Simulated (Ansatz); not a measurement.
The cell below belongs to a search over invented structures; it isn't taken from experiment.

Input and command of a plane-wave DFT calculation in Ansatz:

```yaml
crystal:
  lattice:
    - [2.09390973, -3.51750626, 0.0]
    - [2.09390973, 3.51750626, 0.0]
    - [-0.00918408, 0.0, 8.44352461]
  atoms:
    - { symbol: Al, position: [0.5, 0.5, 0.5] }
    - { symbol: In, position: [0.90998346, 0.90998346, 0.2890199] }
    - { symbol: In, position: [0.09001654, 0.09001654, 0.7109801] }
    - { symbol: B, position: [0.88435027, 0.11564973, 0.0] }
    - { symbol: B, position: [0.11564973, 0.88435027, 0.0] }
    - { symbol: As, position: [0.5, 0.5, 0.0] }
basis:
  ecutwfc: 420
kpoints:
  mp_grid: { grid: [5, 5, 2] }
hamiltonian:
  xc: pbe
scf:
  occupations: { method: gaussian, width: 0.2 }
  lower_state_search: "off"
output:
  forces: true
  stress: true
  eigenvalues: true
relax:
  adjacent_minimum: "off"
  f_tol: 0.08
  max_steps: 16
  cell: { stress_tol: 0.8 }
```

```bash
ansatz run input.yaml --threads 1 --pin off --max-ram 2560MiB --backend cpu --events-out ev --progress --plain --runs-dir out
```

Processor: Arm Neoverse V1, 1 thread, on a host shared with other jobs.

Q: Estimate time, memory and problem size.

A: About 65 s, peak memory 0.42 GiB. It solves 31 bands at 18 k points (after reduction by symmetry) with about 2243 plane waves (on the last cell), in 79 SCF iterations over 12 ionic steps.
